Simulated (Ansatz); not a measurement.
# Sensitivity of the gradients in MgTeW3O12 to the input

Cell: a Materials Project structure (computed, not necessarily an observed phase), atoms as given.

```
CELL_PARAMETERS angstrom
5.19692 0.00000 0.00000
0.03930 5.74133 0.00000
0.07981 0.96837 7.77642
ATOMIC_POSITIONS crystal
Mg 0.49235 0.11424 0.30012
Te 0.51104 0.53968 0.52689
W 0.00225 0.99918 0.53446
W 0.49998 0.54737 0.00054
W 0.99145 0.03547 0.01282
O 0.68652 0.13562 0.53371
O 0.86089 0.98735 0.23587
O 0.72732 0.79023 0.95188
O 0.84589 0.68105 0.55500
O 0.22244 0.73258 0.05051
O 0.59979 0.45275 0.22300
O 0.39049 0.53217 0.76418
O 0.78445 0.28867 0.94212
O 0.18032 0.24950 0.42408
O 0.28736 0.20312 0.05894
O 0.09529 0.01598 0.75822
O 0.32219 0.82429 0.43960
```

Atoms are numbered from 1 in the order listed; like atoms form one site, named after its first atom.

Reference run. Level of theory: DFT, PBE, plane waves and PAW, scalar-relativistic, 420 eV cutoff, Γ-centred 5×4×3 k-points, Fermi–Dirac smearing 0.02 eV (Ansatz 0.2.0).

(1) The input is changed as follows: `scf.occupations.width`: 0.02 → 0.15; `crystal.symmetry`: not typed → {detect: false}. What happens to V_zz (10²¹ V/m²) and η?

## Answers

(1) 

```csv
site,atom,V_zz reference,η reference,V_zz changed,η changed
Mg,1,1.24,0.65,1.24,0.65
Te,2,-26.0,0.17,-26.0,0.17
W3,3,36.1,0.81,36.1,0.81
W4,4,-38.5,0.37,-38.4,0.37
W5,5,-4.51,0.88,-4.51,0.88
O6,6,3.12,0.22,3.12,0.22
O10,10,4.30,0.47,4.30,0.47
O11,11,3.59,0.50,3.60,0.50
O12,12,9.59,0.28,9.60,0.28
O13,13,3.61,0.90,3.61,0.90
O15,15,4.18,0.49,4.17,0.49
O17,17,9.69,0.56,9.69,0.56
```

The largest change of V_zz is on W4, from -38.5 to -38.4. The table leaves out 5 of the 17 sites, with |V_zz| up to 10.46; their tensors move by 0.01 at most along any direction. The statements above cover all sites. The gap of 1.7 eV is far wider than the smearing, so the levels stay full or empty whatever the smearing's form; with a small gap this would fail. SCF iterations: 11 and 11.

On the reference run: At this cell the principal stresses reach 5 GPa in size with PBE, which can matter for small gradients. The largest force is 1.5 eV/Å, so the atoms aren't at the calculated equilibrium and relaxing them would move these values. Without spin–orbit coupling the gradients at and beside Te and W can be off by some per cent, at some sites by more.
